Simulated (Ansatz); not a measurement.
## Comparing deformations in Tl

Computed with Ansatz, DFT r2SCAN, scalar-relativistic, plane waves, PAW. Settings: plane waves to 500 eV, k-mesh 18×18×18 (Γ-centred), Gaussian smearing 0.15 eV. Spin–orbit coupling is left out, which can shift energies with elements as heavy as these. No spin polarisation. Energies are free energies at this smearing, counted from the undisturbed cell; pressure is positive in compression.

Zero of the scan (as given, not relaxed at this level; it stands at 0.9 GPa; this bcc form isn't the usual structure):

```xyz
1
Lattice="-1.9410 1.9410 1.9410 1.9410 -1.9410 1.9410 1.9410 1.9410 -1.9410" Properties=species:S:1:pos:R:3 pbc="T T T"
Tl    0.0000    0.0000    0.0000
```

The cell is strained by ε times a Voigt pattern (xx, yy, zz, yz, xz, xy; engineering shear) with fractional coordinates fixed. τ = (1/V0) dE/dε comes from the stress tensor. Of each scan, only the three points used here are listed.

| pattern | ε | τ (GPa) |
| --- | --- | --- |
| (1, 1, 0, 0, 0, 0) | -0.0250 | -6.18 |
| (1, 1, 0, 0, 0, 0) | 0.0000 | -1.79 |
| (1, 1, 0, 0, 0, 0) | 0.0250 | 1.53 |
| (0, 0, 1, 0, 0, 0) | -0.0250 | -2.034 |
| (0, 0, 1, 0, 0, 0) | 0.0000 | -0.896 |
| (0, 0, 1, 0, 0, 0) | 0.0250 | 0.157 |
| (1, 0, 0, 0, 0, 0) | -0.0100 | -1.330 |
| (1, 0, 0, 0, 0, 0) | 0.0000 | -0.896 |
| (1, 0, 0, 0, 0, 0) | 0.0100 | -0.463 |

Task: Which constants do the scans give, and which deformation costs least for the same size of strain tensor?

Result: The slope dτ/dε at zero (parabola through three points) is pᵀCp: (1, 1, 0, 0, 0, 0) gives 2(C11 + C12) = 154 GPa; (0, 0, 1, 0, 0, 0) gives C11 = 44 GPa; (1, 0, 0, 0, 0, 0) gives C11 = 43 GPa. The size of the strain tensor, ε:ε, is ε² times 2.0, 1.0, 1.0. Per unit of it the stiffnesses are 77, 44, 43 GPa, so (1, 0, 0, 0, 0, 0) is the softest of these, level with (0, 0, 1, 0, 0, 0) (alike by symmetry): at ε:ε = (1 %)² the quadratic term costs 0.40 meV/atom against 0.70 for the stiffest. The starting stress shifts them by about its own size.

Task: What else follows for this cubic crystal?

Result: From the unrounded slopes C11 = 43.3 and C12 = 33.8 GPa, so B = (C11 + 2 C12)/3 = 37 GPa and the Poisson ratio for a pull along a cube edge is C12/(C11 + C12) = 0.44.

In a metal these slopes depend on the k mesh and the smearing.